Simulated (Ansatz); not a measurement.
### Question
Name crystals whose computed values (the program Ansatz at the PBEsol level (PAW)) fall in these windows: B₀ by P(V) fit (GPa) 110 to 150; highest Γ mode, no LO–TO term (cm⁻¹) 190 to 240.

### Answer


| crystal | B₀ by P(V) fit (GPa) | highest Γ mode, no LO–TO term (cm⁻¹) |
|---|---|---|
| ZnCu, CsCl type | 137 | 211 |
| TaGa3, I4/mmm (Ta on 2a, Ga on 2b, Ga on 4d) | 141 | 227 |
| Ga3Pt2, La2O3 or Ni2Al3 type | 150 | 222 |
| NiSe, NiAs type | 138 | 234 |
| ScAg4, I4/m (Ag on 8h, Sc on 2a) | 113 | 219 |
Others may fit too.

Standing as an ambient phase not checked: TaGa3, I4/mmm (Ta on 2a, Ga on 2b, Ga on 4d); Ga3Pt2, La2O3 or Ni2Al3 type; NiSe, NiAs type; ScAg4, I4/m (Ag on 8h, Sc on 2a). Began spin-polarised and lost the moments: NiSe, NiAs type. All cells were relaxed under the symmetry of their starts (and spin orders); stability against distortions was not tested throughout. Rows with no word on spin ran without spin polarisation. Spin–orbit coupling is left out wherever it is not named.

Potentials: the later of the program's two PAW sets.
